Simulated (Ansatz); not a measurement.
This cell of CdTe (zinc blende) is off equilibrium:

```xyz
2
Lattice="0.0000 3.4053 3.4053 3.4053 0.0000 3.4053 3.4053 3.4053 0.0000" Properties=species:S:1:pos:R:3 pbc="T T T"
Te     5.1079     5.1079     5.1079
Cd     0.0000     0.0000     0.0000
```

All values below come from r2SCAN (plane waves to 500 eV, PAW, scalar-relativistic; Ansatz, a quantum-chemistry and plane-wave program). k mesh 9×9×9 (Γ-centred), Fermi-Dirac smearing 0.05 eV. The energy includes the smearing's −TS. Stress and pressure are positive under compression. CdTe was relaxed with its symmetry unable to fall. Spin-orbit coupling is left out, though Te is heavy. The PAW data are Ansatz's earlier set.

Task: What is the stress tensor (GPa)?

Result: 
```
   -3.5      0.0      0.0
    0.0     -3.5      0.0
    0.0      0.0     -3.5
```
The pressure, a third of the trace, is -3.5 GPa.

Task: It is the relaxed cell scaled evenly to V/V₀ = 1.120, atoms relaxed where free. What is its energy relative to the relaxed cell?

Result: 51.4 meV/atom.

(Under strain, the slope of the energy per volume gives the stress and its curvature an elastic modulus.)
